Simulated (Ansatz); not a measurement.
**SnSe2 — ¹¹⁹Sn Mössbauer parameters**

Cell: a COD entry, ions relaxed with PBE at fixed cell.

```
Sn Se
1.0
     3.81100    0.00000    0.00000
    -1.90550    3.30042    0.00000
     0.00000    0.00000    6.13600
Sn Se
1 2
Direct
  0.00000 0.00000 0.00000
  0.33333 0.66667 0.26170
  0.66667 0.33333 0.73830
```

Atoms are numbered from 1 in the order listed; like atoms form one site, named after its first atom.

Method: Kohn–Sham DFT in Ansatz, PBE, plane waves and PAW, scalar-relativistic, 420 eV cutoff, Γ-centred 13×13×7 k-points, Fermi–Dirac smearing 0.02 eV.

Isomer shifts (against SnO₂) follow from the electron density at the nucleus, δ = α(ρ − ρ₀), with α = 0.099 mm s⁻¹ a₀³ and ρ₀ = 183191.44 a₀⁻³ from a line fitted to 8 measured compounds at this level of theory (rms miss 0.12 mm/s). ΔE_Q = ½eQV_zz(1 + η²/3)^½ with Q = -0.132 b for the 23.9 keV state.

Problem. What would the ¹¹⁹Sn spectrum's parameters be?

Solution. 

```
site  atoms     first shell  ρ − ρ₀ (a₀⁻³)  δ (mm/s)  ΔE_Q (mm/s)     η
  Sn      1  6 Se at 2.72 Å           13.9      1.37         0.02  0.00
```

The shift of Sn is between ionic Sn(IV) and covalent tin.

Without spin–orbit coupling (the program notes it for Sn) the gradients can shift somewhat, as the gap is small.

The relaxation (5 steps) took 67 s of wall time (67 s of CPU time) and 0.55 GiB at its peak, on 1 thread of Arm Neoverse V2 (aarch64; 8 cores open to the job, memory cap 3.0 GiB, no GPU), a shared host with a load of 0.8 a core.
